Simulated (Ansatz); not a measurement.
Mn₃SiN (anti-perovskite, Pm-3m) under volume change, PBEsol in the plane-wave PAW code Ansatz, scaled uniformly.

| V (Å³/atom) | E − E(relaxed) (meV/atom) | P (GPa) |
|---|---|---|
| 9.045 | 84.7 | 33.09 |
| 9.344 | 35.5 | 20.15 |
| 9.642 | 8.4 | 9.28 |
| 9.940 | 0.0 | 0.00 |
| 10.238 | 7.6 | -7.92 |
| 10.536 | [?] | [?] |
| 10.835 | [?] | [?] |

Question: What belongs in the gaps?

Answer: 
- 10.536, E − E(relaxed) (meV/atom): 28.7
- 10.536, P (GPa): -14.50
- 10.835, E − E(relaxed) (meV/atom): 60.9
- 10.835, P (GPa): -19.94

Question: What does a third-order Birch–Murnaghan fit give for V₀, B₀ and B′?

Answer: V₀ = 9.94 Å³/atom, B₀ = 283 GPa, B′ = 4.6.

The start of the workflow was typed in or built on a structure type; neither database checked (COD, Materials Project) lists it. Whether it is the stable phase at ambient conditions was not checked. The cell was relaxed with PBEsol under the symmetry of its start; whether a distortion lowers the energy is not shown. Magnetic state: ferromagnetic, chosen from 4 collinear starts compared on coarse meshes (ties went to the first, and starts can fall back to one state), not a proven ground state. The volume moved by -19 % from the start of the relaxation. No Hubbard U is applied.

Potentials: the later of the program's two PAW sets.
